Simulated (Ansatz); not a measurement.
**How far is PAW off for TiPd?**

```xyz
2
Lattice="3.1800 0.0000 0.0000 0.0000 3.1800 0.0000 0.0000 0.0000 3.2436" Properties=species:S:1:pos:R:3 pbc="T T T"
Ti    1.5900    1.5900    1.6218
Pd    0.0000    0.0000    0.0000
```

Atom numbers follow the list: Ti1, Pd2.

The geometry is COD entry 1523469, unchecked; take it as a test cell. The listed cell was then made from it by scaling, straining or moving an atom.

Spin polarisation is left out, and whether a magnetic state lies lower isn't shown here.

All numbers are computed: DFT, PBEsol, PAW with Ansatz's default frozen-core files, scalar-relativistic (Ansatz 0.2.0); DFT, PBEsol, all-electron PAW with datasets made for the crystal, scalar-relativistic (Ansatz 0.2.0); DFT, PBEsol, all-electron LAPW, scalar-relativistic (Ansatz 0.2.0).

For PAW: a Γ-centred 13×13×13 k mesh, Fermi–Dirac smearing of 0.08 eV, cutoff 420 eV, no spin polarisation; the PAW files were made with PBE, and the program remakes their frozen cores for this functional. The crystal-made all-electron datasets (AE datasets) take a cutoff of 260 eV at this cell. LAPW targets a basis error of 0.5 meV/atom. The Ansatz runs share mesh, smearing and spin set-up. Plane-wave (PAW) pressures include the program's estimate of the Pulay term.

Stress and pressure are positive in compression.

```csv
quantity,PAW,AE datasets,LAPW
pressure (GPa),-9.46,-9.48,-9.48
stress xx (GPa),-9.59,-9.61,-9.61
stress zz (GPa),-9.19,-9.21,-9.22
```

PAW's pressure differs from the LAPW value by +0.02 GPa.
